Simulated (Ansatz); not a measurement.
Input file for Ansatz (a first-principles code):

Ansatz 0.2 input:
```yaml
crystal:
  lattice:
    - [3.3731683242, 0.0, 0.0]
    - [-1.6865841621, 2.92124946, 0.0]
    - [0.0, 0.0, 5.6711777654]
  atoms:
    - { symbol: Ti, position: [0.3333333333, 0.6666666667, 0.9852125447] }
    - { symbol: Se, position: [0.6666666667, 0.3333333333, 0.2684325514] }
    - { symbol: S, position: [0.0, 0.0, 0.7463549039] }
kpoints:
  mp_grid: { grid: [14, 14, 7] }
hamiltonian:
  xc: lda
  pseudopotentials: { kind: paw }
scf:
  occupations: { method: fermi_dirac, width: 0.1 }
phonons:
  method: dfpt
  response_accuracy: low
  eigenvectors: true
  rigid_motions: translations
```

Output (shortened):

```
Pseudopotential: Ti, paw, valence charge 12
Pseudopotential: Se, paw, valence charge 16
Pseudopotential: S, paw, valence charge 6
Functional definition: SPW92
Crystal: 3 atoms, lattice volume = 55.883 Å³
Basis set: ecut = 420 eV, 1099 PW (Γ), exchange–correlation on 48×48×80 points (8 copies of the dense FFT grid, shifted against one another)
Bands: 21, of which v1, the nominal top of the filled ones, is band 17 counted from 1 (16 counted from 0)
Symmetry: 6 space group operations
k-points: 372 of 1372 (irreducible under 2 space group operations, time reversal used)
SCF iter   1: F=—  HF=-8706.932924 eV  |F-HF|=—  |Δ(HF+E_count)|=         —  Δρ=6.62e-3  dr2=3.60e-2  ethr=1.77e-3  ⟨swp⟩=5.0  Hψ=34129  notcnv=0
preconditioner: auto → Kerker (q_TF=auto, 2.511 Å⁻¹)
SCF iter   2: F=—  HF=-8706.928428 eV  |F-HF|=—  |Δ(HF+E_count)|=   4.50e-3  Δρ=3.97e-3  dr2=1.53e-2  ethr=1.06e-4  ⟨swp⟩=1.0  Hψ=10788  notcnv=0
SCF iter   3: F=—  HF=-8706.925539 eV  |F-HF|=—  |Δ(HF+E_count)|=   2.89e-3  Δρ=5.91e-4  dr2=4.89e-4  ethr=4.51e-5  ⟨swp⟩=2.0  Hψ=9323  notcnv=0
SCF iter   4: F=—  HF=-8706.925424 eV  |F-HF|=—  |Δ(HF+E_count)|=   1.15e-4  Δρ=2.09e-4  dr2=1.11e-4  ethr=1.44e-6  ⟨swp⟩=2.8  Hψ=14370  notcnv=0
SCF iter   5: F=—  HF=-8706.925397 eV  |F-HF|=—  |Δ(HF+E_count)|=   2.68e-5  Δρ=1.12e-4  dr2=2.14e-5  ethr=3.26e-7  ⟨swp⟩=2.3  Hψ=13345  notcnv=0
SCF iter   6: F=—  HF=-8706.925390 eV  |F-HF|=—  |Δ(HF+E_count)|=   7.39e-6  Δρ=4.16e-5  dr2=2.03e-6  ethr=6.29e-8  ⟨swp⟩=2.0  Hψ=13793  notcnv=0
SCF iter   7: F=—  HF=-8706.925390 eV  |F-HF|=—  |Δ(HF+E_count)|=   1.77e-7  Δρ=1.00e-5  dr2=7.95e-8  ethr=5.96e-9  ⟨swp⟩=2.4  Hψ=9884  notcnv=0
SCF iter   8: F=—  HF=-8706.925390 eV  |F-HF|=—  |Δ(HF+E_count)|=  5.13e-10  Δρ=2.80e-6  dr2=7.50e-9  ethr=2.34e-10  ⟨swp⟩=2.2  Hψ=10124  notcnv=0
SCF iter  11: F=-8706.925390 eV  HF=-8706.925390 eV  |F-HF|=5.46e-12  |Δ(HF+E_count)|=  1.82e-11  Δρ=9.66e-8  dr2=8.67e-12  ethr=1.00e-12  ⟨swp⟩=5.2  Hψ=32783  notcnv=0
SCF 1 converged in 11 iterations: F = -8706.925390 eV  dr2 = 8.67e-12
DFPT response loops at Γ: preconditioner auto → Kerker (q_TF=auto, 2.511 Å⁻¹) (partly filled bands, converged f_vac=0.007) …
SCF converged after 11 iterations
Free energy (F): -8706.925390 eV
Harris-Foulkes:  -8706.925390 eV  (|F-HF|=5.46e-12)
Internal energy: -8706.897574 eV  (E = F + TS)
E sigma→0 (E₀):  -8706.911482 eV
Entropy (-TS):   -0.027816 eV (-9.272 meV/atom)
Fermi energy:    9.854145 eV
--- Per-component energies (eV) ---
  E_band       = -538.712322
  E_kinetic    = 501.441785
  E_local      = -3748.216473  (includes V_loc(G=0)·N_el)
  E_nonlocal   = -549.163872
  E_hartree    = 1765.113895
  E_xc         = -298.722788
  E_vxc        = -310.715327  (∫ρ·V_xc dr)
  E_paw        = -3393.938560  (= ΣΔE_a)
  E_vpaw       = 37.714314  (= ΣTr[D̂ρ^β])
  E_aug_tail   = -0.000467  (compensation charges beyond the density's cutoff)
  E_ewald      = -2986.107604
  E_core_change = 2.696510  (= ΣΔE_core)
  E_smearing   = -0.027816  (= −TS)
  E_closure    =  0.000000  (closes the sum)
  Σ components = -8706.925390   (vs F -8706.925390, Δ=0.00e0)
  [band-id]    e_kinetic+e_local+e_nonlocal+2·e_hartree+e_vxc+e_vpaw+e_augmentation_tail = -538.712251   (vs E_band -538.712322, Δ=7.12e-5)
--- Band table (eV; the first three rows and the last of 372) ---
  k-point 0: bands = ["-46.8872", "-37.5803", "-37.5803", "-37.5598", "-37.5598", "-37.5494", "-23.4572", "-23.4139", "-23.4139", "-4.4545", "-2.6023", "3.9713", "7.2009", "7.2009", "9.9182", "10.4133", "10.4133", "10.5204", "10.5204", "10.7905", "13.4660"]
  k-point 1: bands = ["-46.8872", "-37.5803", "-37.5803", "-37.5598", "-37.5598", "-37.5494", "-23.4572", "-23.4139", "-23.4139", "-4.3912", "-2.7241", "4.2071", "7.2118", "7.2118", "9.3301", "10.4025", "10.4025", "10.4694", "10.4694", "11.0540", "13.5548"]
  k-point 2: bands = ["-46.8872", "-37.5803", "-37.5803", "-37.5598", "-37.5598", "-37.5494", "-23.4573", "-23.4138", "-23.4138", "-4.2113", "-3.0273", "4.8453", "7.2371", "7.2371", "8.2751", "10.3320", "10.3320", "10.4079", "10.4079", "11.2934", "13.7520"]
  k-point 371: bands = ["-46.8721", "-37.5794", "-37.5779", "-37.5605", "-37.5600", "-37.5478", "-23.5434", "-23.4779", "-23.4225", "-2.6403", "-2.2963", "5.0427", "5.5509", "6.3761", "6.7939", "7.1882", "7.8920", "10.9426", "11.5046", "11.7865", "12.8373"]
--- Phonons (Γ-DFPT): 6 representative perturbations + reference, on 372 of 1372 k-points (Σ response iterations 18) ---
  ASR residual: 8.203e-4 → 0.000e0 eV/Å²; symmetrization residual: 4.976e-5 eV/Å²
  ASR residual per site (eV/Å²): 8.20e-4 2.32e-5 9.97e-5
  Γ frequencies (cm⁻¹): 0.00 0.00 0.00 149.43 149.43 242.72 242.72 259.04 361.63
  non-analytic LO–TO correction: not included (Born effective charges unavailable; polar crystals: no LO–TO splitting at Γ)
```

Cost: around 4 core-minutes (rough) on shared cores.

Space group P3m1. The first step of the workflow began from a Materials Project structure, measured or hypothetical; the Crystallography Open Database copy checked does not list it. Its standing as an ambient phase is unchecked. Symmetry was held in the LDA relaxation; its stability against distortions is not shown here. The run is not spin-polarised. A crystal of weakly bound layers computed without a dispersion correction: the cell and the soft elastic constants depend strongly on that. As this level gives no gap, phonon frequencies hold no LO–TO term and depend on the k-mesh and smearing (Fermi–Dirac, 0.1 eV here). Scalar-relativistic: spin–orbit coupling is off unless named, which matters more the heavier the elements.

Potentials: the later of the program's two PAW sets.

Ansatz is a plane-wave DFT program.
